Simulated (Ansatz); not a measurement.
GaN (zinc blende), relaxed and computed with several functionals in Ansatz (plane waves, PAW).

| functional | a (Å) | gap (eV) | B₀ by P(V) fit (GPa) |
|---|---|---|---|
| HSE06 | … | … | … |
| LDA | 4.455 | 1.96 | 202 |
| r²SCAN | 4.498 | 2.17 | 196 |
| PBE | 4.548 | 1.54 | 172 |

Problem. Some entries are withheld; supply them.

Solution. 
- HSE06, a (Å): 4.498
- HSE06, gap (eV): 3.00
- HSE06, B₀ by P(V) fit (GPa): 198

All cells were relaxed under the symmetry of their starts (and spin orders); stability against distortions was not tested throughout. Spin–orbit coupling is left out wherever it is not named.

Potentials: the later of the program's two PAW sets.

Ansatz (an electronic-structure program) is a plane-wave DFT program.
